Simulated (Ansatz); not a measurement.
Cs₂O₂, in the lowest among the structures calculated here: Immm (No. 71), oI8; a = 4.3148 Å, b = 6.4602 Å, c = 7.5468 Å, α = β = γ = 90.00°; Cs 4i (0.000, 0.000, 0.254); O 4g (0.000, 0.384, 0.000). Method: r2SCAN (plane waves to 500 eV, PAW, scalar-relativistic; Ansatz, an electronic-structure program). Element references, the lowest calculated here: Cs (Im-3m), O (C2/m, ferromagnetic, forced by one molecule a cell; α-O2 is antiferromagnetic); gases are represented by their molecular solids.

Q: Give the formation energy of this Immm form of Cs2O2 from the elements at the level r2SCAN.

A: -1.13 eV/atom.

Static energies, no anion corrections, no zero-point energy. Values are rounded to 0.01 eV/atom. The relaxed cell holds bonded O–O pairs (1.50 Å). The compounds carry no spin polarisation.
